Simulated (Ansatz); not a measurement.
A geometry of ZrO$_{2}$ away from equilibrium: the start of the relaxation of a relaxed ZrO2 cell, doubled along one cell vector, shaken by Gaussian noise of σ = 0.08 Å a coordinate. Level of theory: PBE (plane waves to 420 eV, PAW, scalar-relativistic; Ansatz, a program for electronic structure). Γ-centred k-mesh 3×5×5 on the run's cell (coarser than for final values), Fermi–Dirac smearing 0.05 eV.

```xyz
12
Lattice="9.1365 0.0000 0.0000 0.0000 4.5682 0.0000 0.0000 0.0000 4.5682" Properties=species:S:1:pos:R:3 pbc="T T T"
O      3.5209     3.3075     3.3770
O      7.9836     3.5024     3.3458
O      1.1559     1.1345     3.4634
O      5.8099     1.1534     3.3831
O      3.2902     1.0811     1.1309
O      7.8535     1.0143     1.1710
O      1.1326     3.3979     1.1674
O      5.5934     3.3827     1.2955
Zr    -0.0779     0.0050    -0.0047
Zr     4.6413    -0.1346    -0.0686
Zr     2.1774     2.1710     2.2262
Zr     6.7846     2.2673     2.3076
```

**Question.** What forces act on the atoms (eV/Å)?

**Answer.** 
```csv
atom,Fx,Fy,Fz
O1,0.08,0.17,0.31
O2,-0.27,-0.39,0.38
O3,-1.37,-0.95,0.94
O4,-2.04,-2.16,2.33
O5,1.84,-1.65,-1.60
O6,0.13,0.33,-0.28
O7,-1.39,0.91,-1.13
O8,-0.69,0.69,-1.30
Zr9,1.19,-0.50,0.43
Zr10,-2.04,1.29,0.55
Zr11,1.87,1.45,0.67
Zr12,2.69,0.82,-1.31
```

**Question.** What is the pressure?

**Answer.** +1.6 GPa, compression positive.

**Question.** How much energy per atom can still be gained by relaxing?

**Answer.** 0.08 eV/atom; the path ends in Pn-3m (No. 224) (AFLOW prototype A2B_cP6_224_b_a (C3, as in Cu2O)).

No spin polarisation in the result.

The end of the path is a generated cell of ZrO2: the first start was made by a random draw of sites in a space group, and the end was not matched to a known phase here, so it may be hypothetical. Known forms of ZrO2 include space group No. 14, 137, 225.
